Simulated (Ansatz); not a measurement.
SnSe2:
```xyz
3
Lattice="3.8406 0.0000 0.0000 -1.9203 3.3261 0.0000 0.0000 0.0000 6.0083" Properties=species:S:1:pos:R:3 pbc="T T T"
Sn     0.0000     0.0000     0.0000
Se     0.0000     2.2174     1.5929
Se     1.9203     1.1087     4.4153
```

Relaxed with PBE+D3(BJ). PBE+D3(BJ) in the plane-wave PAW code Ansatz gives a gap of 0.34 eV.

Problem. What gap does HSE06 give on the same cell (Ansatz, PAW)?

Solution. 0.96 eV, 0.62 eV more. The hybrid was solved on a coarser mesh and at special points; its gap is the smallest among all of these.

```json
[
 {"k": "Γ", "v1 PBE+D3(BJ)": "-0.14", "c1 PBE+D3(BJ)": "0.68", "v1 HSE06": "-0.15", "c1 HSE06": "1.40"},
 {"k": "A", "v1 PBE+D3(BJ)": "-0.32", "c1 PBE+D3(BJ)": "2.37", "v1 HSE06": "[?]", "c1 HSE06": "[?]"},
 {"k": "K", "v1 PBE+D3(BJ)": "-1.99", "c1 PBE+D3(BJ)": "0.74", "v1 HSE06": "-2.16", "c1 HSE06": "1.39"},
 {"k": "H", "v1 PBE+D3(BJ)": "-0.43", "c1 PBE+D3(BJ)": "2.18", "v1 HSE06": "[?]", "c1 HSE06": "[?]"},
 {"k": "M", "v1 PBE+D3(BJ)": "-0.40", "c1 PBE+D3(BJ)": "1.09", "v1 HSE06": "[?]", "c1 HSE06": "[?]"},
 {"k": "L", "v1 PBE+D3(BJ)": "-1.02", "c1 PBE+D3(BJ)": "0.59", "v1 HSE06": "[?]", "c1 HSE06": "[?]"}
]
```

Problem. Top valence (v1) and lowest conduction level (c1) in eV from each method's valence maximum (which need not be a listed point): supply the withheld HSE06 values.

Solution. 
- A, v1 HSE06: -0.32
- A, c1 HSE06: 3.15
- L, v1 HSE06: -1.08
- L, c1 HSE06: 1.18
- H, v1 HSE06: -0.47
- H, c1 HSE06: 2.99
- M, v1 HSE06: -0.42
- M, c1 HSE06: 1.68

Cost on shared cores: the PBE+D3(BJ) run (SCF on a 8×8×5 mesh, then bands and DOS) roughly 40 core-seconds, the HSE06 run (SCF on 6×6×4, then a few points) around 3 core-minutes (rough); the tasks are unlike.

Space group P-3m1 (CdI2 type). The PBE+D3(BJ) relaxation kept the symmetry of its start; of distortions, only those at the zone centre were tested. Spin–orbit coupling is left out wherever it is not named.

Potentials: the later of the program's two PAW sets.
